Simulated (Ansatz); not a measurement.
TiSe:
```cif
data_Se4Ti4
_chemical_formula_sum 'Ti4 Se4'
_space_group_name_H-M_alt 'Pnma'
_space_group_IT_number 62
_space_group_name_Hall '-P 2ac 2n'
_cell_length_a 6.46596
_cell_length_b 3.47464
_cell_length_c 6.23658
_cell_angle_alpha 90.000
_cell_angle_beta 90.000
_cell_angle_gamma 90.000
loop_
_space_group_symop_operation_xyz
  'x, y, z'
  '-x, -y, -z'
  '-x+1/2, -y, z+1/2'
  'x+1/2, y, -z+1/2'
  'x+1/2, -y+1/2, -z+1/2'
  '-x+1/2, y+1/2, z+1/2'
  '-x, y+1/2, -z'
  'x, -y+1/2, z'
loop_
_atom_site_label
_atom_site_type_symbol
_atom_site_symmetry_multiplicity
_atom_site_Wyckoff_symbol
_atom_site_fract_x
_atom_site_fract_y
_atom_site_fract_z
_atom_site_occupancy
Ti1 Ti 4 c 0.00540 0.25000 0.80810 1
Se1 Se 4 c 0.21631 0.25000 0.41812 1
```

Relaxed at zero pressure with r²SCAN (plane waves, PAW; program Ansatz).

Task: The volume is lowered by 6 % and shape and atoms relax at that volume. What pressure results, and how do the axes share the change?

Result: 7.9 GPa; a -1.5 %, b -2.5 %, c -2.2 %; the energy rises by 24 meV/atom.

Task: Give the new structure.

Result: 
Space group Pnma (No. 62); a = 6.371 Å, b = 3.389 Å, c = 6.101 Å, α = 90.00°, β = 90.00°, γ = 90.00°

```
atom  site  symmetry       x       y       z
----  ----  --------  ------  ------  ------
Ti      4c       .m.  0.0064  0.2500  0.8063
Se      4c       .m.  0.2143  0.2500  0.4207
```

The phase is kept; no other phase was compared at this pressure.

The workflow started from an entry of the Crystallography Open Database (COD), which files this formula under 2 space groups. Its standing as an ambient phase is unchecked. Symmetry was held in the r²SCAN relaxation; whether a distortion lowers the energy is not shown. The run is not spin-polarised.

Potentials: the later of the program's two PAW sets.
